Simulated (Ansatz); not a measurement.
SnIr$_{3}$N:
```yaml
crystal:
  lattice:
    - [4.13056, 0.00000, 0.00000]
    - [0.00000, 4.13056, 0.00000]
    - [0.00000, 0.00000, 4.13056]
  atoms:
    - { symbol: Sn, position: [0.00000, 0.00000, 0.00000] }
    - { symbol: Ir, position: [0.00000, 0.50000, 0.50000] }
    - { symbol: Ir, position: [0.50000, 0.00000, 0.50000] }
    - { symbol: Ir, position: [0.50000, 0.50000, 0.00000] }
    - { symbol: N, position: [0.50000, 0.50000, 0.50000] }
```

Relaxed with PBEsol. Special points in fractions of this cell's reciprocal vectors: Γ (0.000, 0.000, 0.000); X (0.000, 0.500, 0.000); M (0.500, 0.500, 0.000); R (0.500, 0.500, 0.500).

List the band energies nearest the Fermi level at these points for DFT-PBEsol with spin–orbit coupling in the program Ansatz with PAW potentials.

In eV from the Fermi level; about four levels below and three above (degenerate sets whole), none deeper than 8.9 eV; points with the same levels are listed once.

```json
[
 {"k": "Γ", "below": "-0.10 -0.10 -0.10 -0.10", "above": "0.30 0.30 0.48 0.48 0.48 0.48"},
 {"k": "X", "below": "-1.09 -1.09 -0.59 -0.59", "above": "0.13 0.13 0.64 0.64"},
 {"k": "M", "below": "-0.95 -0.95 -0.21 -0.21", "above": "0.19 0.19 0.84 0.84"},
 {"k": "R", "below": "-1.45 -1.45 -1.45 -1.45 -0.50 -0.50", "above": "0.05 0.05 0.05 0.05"}
]
```

Space group Pm-3m (anti-perovskite). The start of the workflow was typed in or built on a structure type; neither database checked (COD, Materials Project) lists it. Whether it is the stable phase at ambient conditions was not checked. The cell was relaxed with PBEsol under the symmetry of its start. At this level the phase is dynamically unstable (imaginary phonons). The workflow began spin-polarised and lost its moments. The volume moved by 18 % from the start of the relaxation. Its formation energy is positive at this level, so the cell may be metastable or incomplete.

Potentials: the earlier of the program's two PAW sets. The files were generated under PBE; for other functionals the program regenerates the frozen cores, and for LDA and PBEsol the local potential too.
